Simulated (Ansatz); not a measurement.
Zr3N4 (space group I-43d)

```xyz
14
Lattice="-3.3513 3.3513 3.3513 3.3513 -3.3513 3.3513 3.3513 3.3513 -3.3513" Properties=species:S:1:pos:R:3 pbc="T T T"
Zr     0.0000     5.0270     0.8378
Zr     0.0000     1.6757     2.5135
Zr     0.8378     0.0000     5.0270
Zr     2.5135     0.0000     1.6757
Zr     5.0270     0.8378     0.0000
Zr     1.6757     2.5135     0.0000
N      2.1507     2.1507     2.1507
N      0.4751    -0.4751     2.8763
N      1.2006     4.5519    -1.2006
N      2.8763     0.4751    -0.4751
N     -1.2006     1.2006     4.5519
N      0.4751     0.4751     0.4751
N      4.5519    -1.2006     1.2006
N     -0.4751     2.8763     0.4751
```

The slice is a {211} plane (indices of the conventional cell) through the point (0.750, 0.875, 0.125) (fractional), spanned by u = [111] and v = [1 0 -1] in vectors of this cell: u (5.80 Å) and v (9.48 Å, at 90° to u). It covers one period; positions are fractions (u, v).

These are PBEsol (plane waves to 420 eV, PAW, scalar-relativistic; Ansatz, an electronic-structure program) values and carry that method's errors. k mesh 6×6×6. Near the nuclei the fields are pseudised (PAW); where an atom keeps semicore shells as valence, they peak there. Zr3N4 is run without spin polarisation. Zr3N4 was relaxed with its symmetry unable to fall.

Three fields on this plane, each scaled to ten steps between its own extremes (0 low, 9 high; the total valence density on a logarithmic scale, the potential cut 8 eV below its top; x marks points blanked near nuclei; v = 0 in the bottom row):

Map A
```
|xxx0598301672xx|
|xx10598316xx71x|
|010013412xxxx20|
|7850021029xx812|
|xx71xxx10598316|
|xx72xxx20121017|
|xx51xxx13310113|
|24200215x823xx3|
|0122103xxx3xxxx|
|0279612xxx33xx4|
|06xxx4048720120|
|15xxx6001101243|
|12xxx33xx402796|
|104852xxxx22796|
|000104xxxx40342|
|210112xxxx20001|
|2138714xx336400|
|02xxx91015xxx50|
|17xxxx614xxxx92|
|18xxxx603xxxx92|
|02xxx91015xxx50|
|xx256201116841x|
|xxx0000210110xx|
|xxx0243100110xx|
```

Map B
```
|xxx3467411445xx|
|xx41466325xx76x|
|431025423xxxx42|
|5532575227xx722|
|xx76xxx41466325|
|xx99xxx71122137|
|xx66xxx74323677|
|54224778x759xx9|
|3112125xxx7xxxx|
|2257523xxx69xx8|
|14xxx4246523673|
|25xxx6234201453|
|23xxx69xx822575|
|213447xxxx63576|
|410019xxxx92355|
|641016xxxx71125|
|6555549xx965424|
|35xxx83347xxx53|
|26xxxx403xxxx82|
|16xxxx414xxxx82|
|35xxx83347xxx53|
|xx764335655546x|
|xxx3014662002xx|
|xxx3245530003xx|
```

Map C
```
|xxx1886678982xx|
|xx05887999xx50x|
|125665689xxxx63|
|8773000477xx799|
|xx50xxx05887999|
|xx30xxx04886566|
|xx50xxx05860001|
|27730003x620xx0|
|0787656xxx0xxxx|
|2787899xxx20xx0|
|68xxx9987761001|
|99xxx6411466557|
|99xxx20xx027878|
|679860xxxx06876|
|126840xxxx04862|
|004750xxxx05740|
|0047720xx027740|
|02xxx64013xxx62|
|66xxxx877xxxx66|
|76xxxx766xxxx77|
|02xxx64013xxx62|
|xx058610016860x|
|xxx1761000671xx|
|xxx0774114770xx|
```

Question: Assign the maps to these fields: electron localisation function (ELF); valence electron density; electrostatic potential energy of an electron, from the cell's mean.

Answer: A is the electron localisation function (ELF); B is the valence electron density; C is the electrostatic potential energy of an electron, from the cell's mean.
